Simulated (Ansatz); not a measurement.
Input and command of a plane-wave DFT calculation in Ansatz:

```yaml
crystal:
  lattice:
    - [-2.7489, 2.7489, 2.7489]
    - [2.7489, -2.7489, 2.7489]
    - [2.7489, 2.7489, -2.7489]
  atoms:
    - { symbol: K, position: [0.0, 0.0, 0.0] }
basis:
  ecutwfc: 420
kpoints:
  mp_grid: { grid: [14, 14, 14] }
hamiltonian:
  xc: pbesol
scf:
  occupations: { method: gaussian, width: 0.15 }
output:
  forces: true
  stress: true
  eigenvalues: true
```

```bash
ansatz run input.yaml --threads 1 --pin off --max-ram 2560MiB --backend cpu --events-out ev --progress --plain --runs-dir out
```

Processor: Arm Neoverse V1, 1 thread, on a host shared with other jobs.

**Question.** How long does it run, and how much memory does it take?

**Answer.** About 4.3 s on 1 thread of Arm Neoverse V1, on a shared host, peak memory 0.35 GiB. It solves 9 bands at 104 k points (the mesh reduced by symmetry) with about 1601 plane waves, in 6 SCF iterations.
